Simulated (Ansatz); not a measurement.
Data sheet: CdSiN2 (DFT)

CdSiN2:
```yaml
crystal:
  lattice:
    - [1.46070, 0.84334, 5.54204]
    - [-1.46070, 0.84334, 5.54204]
    - [0.00000, -1.68667, 5.54204]
  atoms:
    - { symbol: Cd, position: [0.00000, 0.00000, 0.00000] }
    - { symbol: Si, position: [0.50000, 0.50000, 0.50000] }
    - { symbol: N, position: [0.77447, 0.77447, 0.77447] }
    - { symbol: N, position: [0.22553, 0.22553, 0.22553] }
```

Space group R-3m (No. 166); conventional cell a = 2.9214 Å, b = 2.9214 Å, c = 16.6261 Å, α = 90.00°, β = 90.00°, γ = 120.00°.

Method: DFT-PBE in the program Ansatz with PAW potentials. Geometry: relaxed at this level of theory. Other levels are named where they apply.

### Cell and energy

Volume per atom: 10.24 Å³
Density: 6.83 g/cm³
Formation energy from the elements (no fitted shifts): -0.057 eV/atom

### Electronic structure

Band gap: 0.97 eV (indirect)
Valence-band maximum: on the Γ–S0 line, 58 % of the way from Γ (k = -0.003, 0.198, -0.201 in fractions of the reciprocal vectors)
Conduction-band minimum: at Γ
Smallest direct gap on the standard path: 1.69 eV
Electron effective mass: 0.13, 0.27, 0.27 mₑ (principal values)
Electron effective mass with spin–orbit coupling: 0.13, 0.27, 0.27 mₑ (principal values)
Hole effective mass: 0.33, 1.0, 1.5 mₑ (principal values)
Hole effective mass with spin–orbit coupling: 0.33, 1.0, 1.5 mₑ (principal values)
Gap with spin–orbit coupling: 0.97 eV

### Mechanics

- Bulk modulus (Birch–Murnaghan fit): 194 GPa
- Pressure derivative B′: 5.0

The start of the workflow was typed in or built on a structure type; neither database checked (COD, Materials Project) lists it. Its standing as an ambient phase is unchecked. The PBE relaxation kept the symmetry of its start; whether a distortion lowers the energy is not shown. The references are the lowest solids computed at this level, not always the standard phases (solids in place of the gases). Spin–orbit coupling is left out wherever it is not named.

Potentials: the earlier of the program's two PAW sets.
